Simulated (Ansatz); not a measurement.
Relaxed ScAu (CsCl type):

```yaml
crystal:
  lattice:
    - [6.63958, 0.00000, 0.00000]
    - [3.31979, 3.31979, 0.00000]
    - [0.00000, 0.00000, 3.31979]
  atoms:
    - { symbol: Sc, position: [0.00000, 0.50000, 0.50000] }
    - { symbol: Sc, position: [0.50000, 0.50000, 0.50000] }
    - { symbol: Au, position: [0.00000, 0.00000, 0.00000] }
    - { symbol: Au, position: [0.50000, 0.00000, 0.00000] }
```

The atoms are displaced by Q × the pattern below (from a DFPT mode at M = (0.5, 0.5, 0.0), largest move 1; Q in Å), at fixed cell. It is one choice among 2 degenerate patterns. (q is in reciprocal vectors of the primitive cell; the cell shown is doubled to hold the pattern.)

```csv
atom,x,y,z
Sc1,0.518,0.000,0.000
Sc2,-0.518,0.000,0.000
Au3,0.000,1.000,0.000
Au4,0.000,-1.000,0.000
```

Method: LDA (plane waves to 420 eV, PAW, scalar-relativistic; Ansatz, a first-principles code). k mesh 14×14×14 (Γ-centred), Fermi-Dirac smearing 0.05 eV. The energy includes the smearing's −TS. With partly filled bands, energies and forces of such displacements shift with the k mesh and the smearing. ScAu is run without spin polarisation. ScAu was relaxed with its symmetry unable to fall. Spin-orbit coupling is left out, though Au is heavy. The zero of ΔE is the undisplaced structure. The last digit holds for this mesh only.

```json
[
 {"Q (Å)": "-0.176", "ΔE (meV/cell)": "2.98"},
 {"Q (Å)": "-0.147", "ΔE (meV/cell)": "-2.02"},
 {"Q (Å)": "-0.117", "ΔE (meV/cell)": "-3.38"},
 {"Q (Å)": "-0.088", "ΔE (meV/cell)": "-2.79"},
 {"Q (Å)": "-0.059", "ΔE (meV/cell)": "-1.51"},
 {"Q (Å)": "-0.029", "ΔE (meV/cell)": "-0.42"},
 {"Q (Å)": "0.000", "ΔE (meV/cell)": "0.00"},
 {"Q (Å)": "0.029", "ΔE (meV/cell)": "-0.42"},
 {"Q (Å)": "0.059", "ΔE (meV/cell)": "-1.51"},
 {"Q (Å)": "0.088", "ΔE (meV/cell)": "-2.79"},
 {"Q (Å)": "0.117", "ΔE (meV/cell)": "-3.38"},
 {"Q (Å)": "0.147", "ΔE (meV/cell)": "-2.02"},
 {"Q (Å)": "0.176", "ΔE (meV/cell)": "2.98"}
]
```

Is this a single well or a double well?

A double well: the undisplaced structure is a maximum between two minima.

By a smooth curve through the points, how far does the most displaced atom move to reach the deepest minimum?

0.115 Å from zero.

By a smooth curve, how deep is the well, measured from the undisplaced structure?

3.4 meV/cell, cell held fixed.

What harmonic wavenumber does the curvature at Q = 0 give?

About 26i cm⁻¹. By second differences, E″ = -1.01 eV/Å², M = Σ mᵢ|uᵢ|² = 418.1 u, ν̃ = 521.5·√(|E″|/M), imaginary since E″ < 0.

(A displaced cell: forces are minus the slopes of the energy, force constants its curvatures, and phonons follow from these.)
